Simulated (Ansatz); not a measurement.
Fe:
```xyz
1
Lattice="-1.4159 1.4159 1.4159 1.4159 -1.4159 1.4159 1.4159 1.4159 -1.4159" Properties=species:S:1:pos:R:3 pbc="T T T"
Fe     0.0000     0.0000     0.0000
```
Starting moments (μB, in the order of the atoms Fe): 2.2.

Relaxed with PBE.

Problem. Which orbitals make up the states near the Fermi level in the program Ansatz at the PBE level (PAW)?

Solution. Within 0.5 eV of the Fermi level: Fe 3d 90 %, Fe 4s 5 %. Projections are on Löwdin-orthogonalised atomic valence shells; empty p or d shells of many metals are not among them.

Problem. Tabulate the density of states.

Solution. States/eV per cell of 1 atom, in 0.25 eV bins, energy from the Fermi level.

```
E (eV)  total  Fe 3d  Fe 4s
------  -----  -----  -----
-7.85    0.05   0.00   0.05
-7.60    0.07   0.00   0.06
-7.35    0.08   0.00   0.07
-7.10    0.09   0.00   0.08
-6.85    0.10   0.00   0.09
-6.60    0.11   0.01   0.10
-6.35    0.13   0.01   0.11
-6.10    0.14   0.01   0.12
-5.85    0.16   0.02   0.13
-5.60    0.18   0.03   0.15
-5.35    0.22   0.05   0.16
-5.10    0.29   0.10   0.19
-4.85    0.59   0.36   0.22
-4.60    0.75   0.52   0.21
-4.35    1.01   0.78   0.21
-4.10    0.97   0.77   0.18
-3.85    0.78   0.62   0.14
-3.60    0.71   0.56   0.13
-3.35    1.94   1.78   0.12
-3.10    1.46   1.32   0.12
-2.85    1.60   1.43   0.13
-2.60    2.12   1.92   0.14
-2.35    1.37   1.25   0.07
-2.10    0.70   0.63   0.03
-1.85    1.43   1.34   0.02
-1.60    1.90   1.79   0.03
-1.35    2.55   2.42   0.04
-1.10    3.27   3.12   0.06
-0.85    3.35   3.16   0.09
-0.60    1.79   1.65   0.07
-0.35    1.14   1.02   0.06
-0.10    0.98   0.88   0.05
0.15     0.88   0.80   0.04
0.40     0.52   0.45   0.04
0.65     0.68   0.61   0.05
0.90     0.91   0.82   0.06
1.15     1.14   1.05   0.06
1.40     1.54   1.45   0.06
1.65     1.35   1.25   0.06
1.90     2.64   2.52   0.07
2.15     1.14   1.01   0.08
2.40     0.69   0.55   0.09
2.65     0.38   0.23   0.09
2.90     0.34   0.18   0.09
3.15     0.32   0.15   0.09
3.40     0.30   0.13   0.09
3.65     0.29   0.11   0.09
3.90     0.27   0.10   0.08
4.15     0.26   0.08   0.08
4.40     0.24   0.07   0.07
4.65     0.23   0.06   0.07
```

Space group Im-3m (bcc (W type)). The PBE relaxation kept the symmetry of its start. Spin order of the final state: ferromagnetic, chosen from 3 collinear starts compared on coarse meshes (ties went to the first, and starts can fall back to one state), not a proven ground state. Textbook magnetic order: ferromagnetic.

Potentials: the later of the program's two PAW sets.
